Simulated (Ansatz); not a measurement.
Cd3Pt:
```yaml
crystal:
  lattice:
    - [-2.06803, 2.06803, 4.31697]
    - [2.06803, -2.06803, 4.31697]
    - [2.06803, 2.06803, -4.31697]
  atoms:
    - { symbol: Cd, position: [0.75000, 0.25000, 0.50000] }
    - { symbol: Cd, position: [0.25000, 0.75000, 0.50000] }
    - { symbol: Cd, position: [0.50000, 0.50000, 0.00000] }
    - { symbol: Pt, position: [0.00000, 0.00000, 0.00000] }
```

Relaxed with r²SCAN. Special points in fractions of this cell's reciprocal vectors: Γ (0.000, 0.000, 0.000); X (0.000, 0.000, 0.500); P (0.250, 0.250, 0.250); N (0.000, 0.500, 0.000); M (0.500, 0.500, -0.500); S (0.307, 0.693, -0.307); S0 (-0.307, 0.307, 0.307); R (-0.115, 0.115, 0.500); G (0.500, 0.500, -0.115).

Q: List the band energies nearest the Fermi level at these points for DFT-r²SCAN in the program Ansatz with PAW potentials.

A: In eV from the Fermi level; about four levels below and three above (degenerate sets whole), none deeper than 8.9 eV; points with the same levels are listed once.

```tsv
k	below	above
Γ	-3.04 -3.04 -2.15 -0.70	3.31 3.79 3.79
X	-2.35 -2.26 -1.78 -1.37	1.27 1.58 6.25 6.25
P	-2.47 -2.47 -2.26 -1.59 -1.07	2.16 3.10 3.28 3.28
N	-2.74 -2.61 -2.27 -0.64	0.90 4.70 5.37
M	-2.42 -2.42 -2.19 -0.03 -0.03	4.01 4.78 8.19
S	-2.64 -2.57 -2.27 -2.15	2.85 4.03 4.96
R	-2.86 -2.18 -2.04 -0.92	2.66 2.87 6.45
```

Space group I4/mmm. The first step of the workflow began from a Materials Project structure, measured or hypothetical; the Crystallography Open Database copy checked does not list it. With Cd and Pt taken as one species the cell has the higher symmetry Fm-3m, so it may be an ordered model of a mixed-site phase. Whether it is the stable phase at ambient conditions was not checked. The r²SCAN relaxation kept the symmetry of its start; its stability against distortions is not shown here. No spin polarisation was allowed. Scalar-relativistic: spin–orbit coupling is off unless named, which matters more the heavier the elements.

Potentials: the later of the program's two PAW sets.
